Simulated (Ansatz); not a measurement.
According to PBEsol (plane waves, PAW; program Ansatz), ZrTa in the orthorhombic phase (Cmcm; Zr on 4c, Ta on 4c) relaxes to a = 2.911 Å, b = 11.297 Å, c = 4.861 Å. Its formation energy from the elements is 0.20 eV/atom, with no fitted shifts.

Electronic character: metallic (no gap).

An equation-of-state fit gives a bulk modulus of 140 GPa.

The start of the workflow was typed in or built on a structure type; neither database checked (COD, Materials Project) lists it. Its standing as an ambient phase is unchecked. Symmetry was held in the PBEsol relaxation; whether a distortion lowers the energy is not shown. The run is not spin-polarised. Its formation energy is positive at this level, so the cell may be metastable or incomplete. Axis ratios of metals converge slowly with the k-mesh, so a and c are less sure than the volume. The references are the lowest solids computed at this level, not always the standard phases. Spin–orbit coupling is left out wherever it is not named.

Potentials: the earlier of the program's two PAW sets. The files were generated under PBE; for other functionals the program regenerates the frozen cores, and for LDA and PBEsol the local potential too.
